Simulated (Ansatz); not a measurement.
ZnCdO$_{2}$ in space group P3m1 (No. 156; Zn on 1a, Cd on 1c, O on 1c, O on 1a), DFT-LDA in the program Ansatz with PAW potentials, all energies at zero smearing, with the estimated change up to a 700 eV cutoff added, with one set of potentials and settings (totals compare only within such a set). Cell of 4 atoms (1 Zn, 1 Cd, 2 O): -12474.396 eV.

| element | reference phase | E (eV/atom) |
|---|---|---|
| Zn | P6_3/mmc, 2 atoms in the cell | -3246.2618 |
| Cd | P6_3/mmc, 2 atoms in the cell | -8117.8923 |
| O | C2/m, 4 atoms in the cell, spin-polarised | -552.6518 |

Formation energy per atom, worked out: (-12474.396 − 1×(-3246.2618) − 1×(-8117.8923) − 2×(-552.6518))/4 = -1.235 eV/atom (-119 kJ per mol of atoms), at 0 K, without zero-point energy or fitted corrections.

The workflow started from a Materials Project entry (that database holds measured and hypothetical structures alike); the Crystallography Open Database copy checked does not list it. Whether it is the stable phase at ambient conditions was not checked. The cell was relaxed with LDA under the symmetry of its start; of distortions, only those at the zone centre were tested. The references are the lowest solids computed at this level, not always the standard phases (solids in place of the gases).

Potentials: the later of the program's two PAW sets.
